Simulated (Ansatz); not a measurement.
**Sn$_{3}$Se: clamped-ion strain scan**

Level of theory: DFT PBEsol, scalar-relativistic, plane waves, PAW (Ansatz). Cutoff 420 eV, Γ-centred 12×12×12 k-points, Gaussian smearing of 0.15 eV. No spin polarisation. Energies are free energies at this smearing, counted from the undisturbed cell; pressure is positive in compression.

The undisturbed cell (relaxed at this level; with this scan's settings it stands at 0.1 GPa; it needn't be the usual structure):

```yaml
crystal:
  lattice:
    - [0.00000, 3.65819, 3.65819]
    - [3.65819, 0.00000, 3.65819]
    - [3.65819, 3.65819, 0.00000]
  atoms:
    - { symbol: Sn, position: [0.25000, 0.25000, 0.25000] }
    - { symbol: Sn, position: [0.75000, 0.75000, 0.75000] }
    - { symbol: Sn, position: [0.50000, 0.50000, 0.50000] }
    - { symbol: Se, position: [0.00000, 0.00000, 0.00000] }
```

The cell is strained by ε times the Voigt pattern (0, 0, 1, 0, 0, 0) (xx, yy, zz, yz, xz, xy; engineering shear) with fractional coordinates fixed. The cell is metallic on the mesh throughout.

| ε | ΔE (meV/atom) | stress summed along the pattern (GPa, tension positive) | pressure (GPa) |
| --- | --- | --- | --- |
| -0.1000 | 59.5 | -8.75 | 8.7 |
| -0.0750 | ? | ? | 6.0 |
| -0.0500 | 13.6 | -3.68 | 3.7 |
| -0.0250 | 3.3 | -1.71 | 1.7 |
| 0.0000 | 0.0 | -0.10 | 0.1 |
| 0.0250 | 2.3 | 1.29 | -1.3 |
| 0.0500 | 9.7 | 2.55 | -2.5 |
| 0.0750 | 21.5 | ? | ? |
| 0.0875 | 28.9 | 4.08 | -3.9 |
| 0.1000 | ? | ? | -4.3 |

Problem. Give the withheld values.

Solution. ΔE (meV/atom) at ε = -0.0750: 31.7; stress summed along the pattern (GPa, tension positive) at ε = -0.0750: -5.89; stress summed along the pattern (GPa, tension positive) at ε = 0.0750: 3.62; pressure (GPa) at ε = 0.0750: -3.5; ΔE (meV/atom) at ε = 0.1000: 37.1; stress summed along the pattern (GPa, tension positive) at ε = 0.1000: 4.51.

Cost: 10 runs of about 2.5 core-minutes in all, on Intel Xeon 6975P-C (Granite Rapids) (shared hosts).